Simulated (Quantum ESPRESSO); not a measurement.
# Where does Si sit best among Ga sites?

These are calculations, not measurements. They come from pw.x of Quantum ESPRESSO 7.5, a plane-wave density functional program, with PseudoDojo standard norm-conserving files (v0.5 for PBE, v0.4.1 for LDA and PBEsol). The cells are made up: elements, strain and atom displacements were drawn at random, and nothing was relaxed. There is no spin polarisation, spin-orbit coupling or dispersion term.

The cell has 8 sites of a wurtzite lattice (rectangular cell). Sites 1 to 4 hold X X X X; sites 5 to 8 hold N N N N. Cell vectors in Å: (3.493, 0.002, -0.007); (0.004, 5.897, -0.028); (-0.012, -0.027, 5.659). Settings: PBE, cutoff 1143 eV, 7 x 6 x 6 k mesh shifted by half a step, Fermi-Dirac smearing of 0.1 eV.

In each run one of the sites marked X holds Si and the others hold Ga; cell and positions stay the same. E is the free energy of the cell.

| site of the guest | first shell | mean distance (Å) | E above the lowest (eV) | P (GPa) | force on the guest (eV/Å) |
| --- | --- | --- | --- | --- | --- |
| 1 | N4 | 2.120 | 0.178 | -21.38 | 0.719 |
| 2 | N4 | 2.146 | 0.376 | -20.84 | 0.442 |
| 3 | N4 | 2.132 | 0.238 | -21.22 | 0.638 |
| 4 | N4 | 2.079 | 0.000 | -22.01 | 1.030 |

A rerun of one of these cells at 1437 eV and k mesh 9 x 8 x 8 moved values by no more than 0.002 eV in the cell's energy, 0.05 GPa in stress and 0.013 eV/Å in force.

## Reading the table

Site 4 is lowest, by 0.178 eV, over three times the rerun's bound. A straight line of energy against the mean distance has a slope of 5.3 ± 0.8 eV/Å, so the guest costs less on the tighter sites. The positions are random and not relaxed, so the differences hold for this frozen cell and are not site preferences of a real crystal.